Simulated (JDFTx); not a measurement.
System: Pt(110) (Fm-3m bulk; lattice of mp-126, not re-optimised at this level), 1x1 cell of 8 atoms in 8 planes, area 10.99 Å² a face, 9.6 Å between the outermost planes in a cell 25.8 Å high; k mesh 8×6×1, Fermi width 0.01 Ha, no spin polarisation.

Level of theory: PBE, GBRV ultrasoft potentials, plane waves to 20/100 Ha; code: JDFTx (a modified build). Liquid: linear PCM (GLSSA13), water, 0.5 M NaCl. Between zero charge and 0.91 V from it the run gives σ = 15.7 μC/cm², a mean capacitance of 17.2 μF/cm². The liquid has ε = 78.4, a 1:1 salt at 0.5 M with linear (Debye) response, and T = 298 K.

Working it through: the Debye length, the diffuse-layer capacitance, and the inner capacitance that is left when the two stand in series.

Each ion has density c = 0.5 × 6.022×10⁻⁴ = 3.011e-04 Å⁻³. λ² = ε kT / (8π (e²/4πε₀) c) with kT = 0.02568 eV and e²/4πε₀ = 14.40 eV Å gives λ = 4.30 Å; the log prints 4.30 Å. C_diffuse = ε₀ε/λ = 161 μF/cm². Then 1/C_inner = 1/17.2 − 1/161, so C_inner = 19.2 μF/cm², which equals a vacuum gap of ε₀/C_inner = 0.46 Å. The diffuse layer takes 11 % of the potential drop; the rest lies between the electrode's charge and the onset of the dielectric, with the electrode's own (quantum) capacitance in it. The split is a model: in the calculation solvent and ions share one smooth cavity.
